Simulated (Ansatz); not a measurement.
Computed with DFT PBE, scalar-relativistic, plane waves, PAW in Ansatz 0.2.0. All cells share a 420 eV cutoff and Γ-centred k meshes spaced at most about 0.3 Å⁻¹ (about 0.25 or finer for metals, 2π included). No spin polarisation in the final relaxations.

Temperature and zero-point effects are left out. All come from trial cells, and lower structures may exist.

Task: Which of these relaxed structures of BeAl is the lowest in energy?
A. Space group Fm-3m (No. 225), cubic, a = 4.909 Å. Around Be lie 6 Al at 2.45 Å; around Al lie 6 Be at 2.45 Å.
B. Space group P2_1/m (No. 11), monoclinic, a = 3.861 Å, b = 2.665 Å, c = 5.213 Å, β = 107.9°. Around Be lie 2 Be at 2.16 Å, 5 Al at 2.47–2.55 Å, 2 Be at 2.67 Å and 1 Al at 2.83 Å; Al has 5 Be at 2.47–2.55 Å, 2 Al at 2.67 Å, 1 Be at 2.83 Å and 4 Al at 2.87–3.01 Å.
C. Space group P4/mmm (No. 123), tetragonal, a = 2.655 Å, c = 3.581 Å. Around Be lie 8 Al at 2.59 Å and 4 Be at 2.66 Å; around Al lie 8 Be at 2.59 Å and 4 Al at 2.66 Å.
D. Space group P6_3/mmc (No. 194), hexagonal, a = 3.781 Å, c = 4.300 Å. Around Be lie 2 Be at 2.15 Å and 6 Al at 2.43 Å; Al is surrounded by 6 Be at 2.43 Å.

Result: D. It has the nickel arsenide type, space group P6_3/mmc (No. 194); the next, B, with space group P2_1/m (No. 11), lies 20 meV/atom higher. Counting all near atoms (those within 1.25 times the shortest distance at each site; a plus sign parts nearer from farther groups), the lowest has Be 2+6, Al 6 and the next has Be 2+7, Al 12. Even the lowest lies +0.16 eV/atom against the elements.

Cells relaxed within their symmetry can be saddle points. The P2_1/m cell of BeAl came from shaking the Fm-3m one. Some structure types and database cells were kept out of the candidates from the start, so a known form may be missing.
